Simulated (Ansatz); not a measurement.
LaGeO:
```cif
data_Ge2La2O2
_chemical_formula_sum 'La2 Ge2 O2'
_space_group_name_H-M_alt 'P 1'
_space_group_IT_number 1
_cell_length_a 3.56614
_cell_length_b 3.56614
_cell_length_c 8.53335
_cell_angle_alpha 90.000
_cell_angle_beta 90.000
_cell_angle_gamma 90.000
loop_
_space_group_symop_operation_xyz
  'x, y, z'
loop_
_atom_site_label
_atom_site_type_symbol
_atom_site_fract_x
_atom_site_fract_y
_atom_site_fract_z
_atom_site_occupancy
La1 La 0.00000 0.50000 0.66949 1
La2 La 0.50000 0.00000 0.33051 1
Ge1 Ge 0.00000 0.00000 0.00000 1
Ge2 Ge 0.50000 0.50000 0.00000 1
O1 O 0.50000 0.00000 0.60938 1
O2 O 0.00000 0.50000 0.39062 1
```

This is the PBEsol-relaxed structure.

Task: All from PBEsol (plane waves, PAW; program Ansatz), unless another level is named. Predict the bulk modulus (Birch–Murnaghan fit).

Result: 99.6 GPa.

Task: And the highest zone-centre frequency?

Result: 366 cm^-1.

Space group P4/nmm. The start of the workflow was typed in or built on a structure type; neither database checked (COD, Materials Project) lists it. Its standing as an ambient phase is unchecked. Symmetry was held in the PBEsol relaxation; phonons show weakly imaginary modes. As this level gives no gap, phonon frequencies hold no LO–TO term and depend on the k-mesh and smearing (Fermi–Dirac, 0.1 eV here). Spin–orbit coupling is left out wherever it is not named.

Potentials: the earlier of the program's two PAW sets. The files were generated under PBE; for other functionals the program regenerates the frozen cores, and for LDA and PBEsol the local potential too.
